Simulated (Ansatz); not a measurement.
**Compressing TiZn₃: a fit and a missing row**

TiZn₃, Pm-3m, a = 3.879 Å. The structure is a COD entry; whether it is the stable form wasn't checked. Ansatz: r2SCAN, PAW, 500 eV, Γ-centred 10×10×10 mesh on 4 atoms, Gaussian smearing 0.10 eV; no spin polarisation. Symmetry fixes shape and atoms, so the cell is only scaled; pressure is positive in compression.

```tsv
V (Å³/atom)	P (GPa)
13.712	8.01
14.149	?
14.587	-0.02
15.025	-3.13
15.462	-5.77
```

Q: Take V0 = 14.587 Å³/atom, count pressures from its P0 = -0.02 GPa, fit the third-order Birch–Murnaghan form to the other rows, and predict the missing pressure.

A: With the Eulerian strain f = ½[(V0/V)^(2/3) − 1] and y = (P − P0)/[3f(1 + 2f)^(5/2)], the form is the line y = B0 + 1.5 B0 (B0′ − 4) f. Rows (f, y): 0.02105, 114.7; -0.00976, 111.6; -0.01905, 110.9. Means f = -0.002587, y = 112.40; Σ(Δf)² = 0.0008812, ΣΔfΔy = 0.08480; the slope is their ratio. y = 112.6 + 96.23 f GPa, so B0 = 112.6 GPa and B0′ = 4 + 2 × (96.23)/(3 × 112.6) = 4.57. At V = 14.149, f = 0.01027, y = 113.59 and P = 3.66 GPa. The run gave 3.66 GPa, the same to the digits shown.

Spin polarisation was left out, and a magnetic state may lie lower.

Cost: 5 runs of about 2 core-minutes in all, on Intel Xeon Platinum 8259CL (Skylake/Cascade Lake) (shared hosts).